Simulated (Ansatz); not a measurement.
Kick test of a cell of CoSi₈Ni₃

It was reached by relaxing an invented guess, and it needn't be the stable form of this composition.

Method: Ansatz 0.2.0, DFT PBE, scalar-relativistic, plane waves, PAW. Settings: cutoff 420 eV, Γ-centred mesh 8×8×8 on the computed 12-atom cell, Gaussian smearing of 0.10 eV; no spin polarisation.

The cell below (12 atoms, space group Pm-3m (No. 221)) is relaxed within its symmetry.

```xyz
12
Lattice="5.4096 0.0000 0.0000 0.0000 5.4096 0.0000 0.0000 0.0000 5.4096" Properties=species:S:1:pos:R:3 pbc="T T T"
Co    2.7048    2.7048    2.7048
Si    4.0465    1.3631    1.3631
Si    1.3631    1.3631    4.0465
Si    4.0465    4.0465    4.0465
Si    1.3631    4.0465    1.3631
Si    1.3631    4.0465    4.0465
Si    4.0465    4.0465    1.3631
Si    1.3631    1.3631    1.3631
Si    4.0465    1.3631    4.0465
Ni    2.7048    0.0000    0.0000
Ni    0.0000    0.0000    2.7048
Ni    0.0000    2.7048    0.0000
```

For the test it was strained at random (σ = 1.5 % a component), the atoms were moved at random (σ = 0.05 Å), and all was relaxed again on a coarse 4×4×4 mesh (in the run’s order of axes) with 0.20 eV smearing, with no symmetry imposed.

Trial moments died out on the coarse mesh, so the last step has no spin; another magnetic start might hold.

Question: Is the structure stable against such a distortion?

Answer: It returns, within 1 meV/atom of the unmoved cell on that mesh and with the same symmetry when read at 0.1 Å (P4/mmm at 0.01 Å, so small strains and shifts remain). No instability shows in this cell; modes of other wave vectors, which need another repeat, aren't tested.
